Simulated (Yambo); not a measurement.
G0W0@LDA for BP (zinc blende, space group F-43m, No. 216) in Yambo. Reference settings: 6×6×6 Γ-centred k mesh, 84 bands and a 14 Ry block in the screening, 84 bands in G with the Bruneval-Gonze terminator, plasmon pole fitted at 27.2 eV. The LDA gap Γ → X on this mesh is 1.26 eV; G0W0 gaps are taken between the same points.

Gap (Γ → X) in eV against the number of bands and the screening block, terminator on:

```tsv
bands (W and G)	2 Ry	5 Ry	8 Ry	11 Ry	14 Ry
15	1.872	2.046	2.098	2.132	2.135
26	1.811	2.005	2.066	2.111	2.116
44	1.795	1.993	2.059	2.114	2.121
64	1.793	1.990	2.058	2.120	2.129
84	1.793	1.990	2.058	2.125	2.134
```

Rough cost of the Yambo step against the reference (shared machines):

```json
[
 {"bands (W and G)": "15", "2 Ry": "1/10", "5 Ry": "1/9", "8 Ry": "1/8", "11 Ry": "1/5", "14 Ry": "1/4"},
 {"bands (W and G)": "26", "2 Ry": "1/7", "5 Ry": "1/6", "8 Ry": "1/6", "11 Ry": "1/3", "14 Ry": "1/3"},
 {"bands (W and G)": "44", "2 Ry": "1/5", "5 Ry": "1/4", "8 Ry": "1/4", "11 Ry": "1/2", "14 Ry": "~1"},
 {"bands (W and G)": "64", "2 Ry": "1/3", "5 Ry": "1/3", "8 Ry": "1/3", "11 Ry": "~1", "14 Ry": "~1"},
 {"bands (W and G)": "84", "2 Ry": "1/3", "5 Ry": "1/2", "8 Ry": "1/2", "11 Ry": "~1", "14 Ry": "1"}
]
```

At the largest block the last step in bands moves the gap by 0.005 eV; at the most bands the last step in the block moves it by 0.009 eV.

The mesh misses a band edge: along a dense path the LDA gap is 1.16 eV against 1.26 eV on the mesh.

Geometry relaxed with LDA; primitive cell a = b = c = 3.173 Å, α = β = γ = 60.00°.
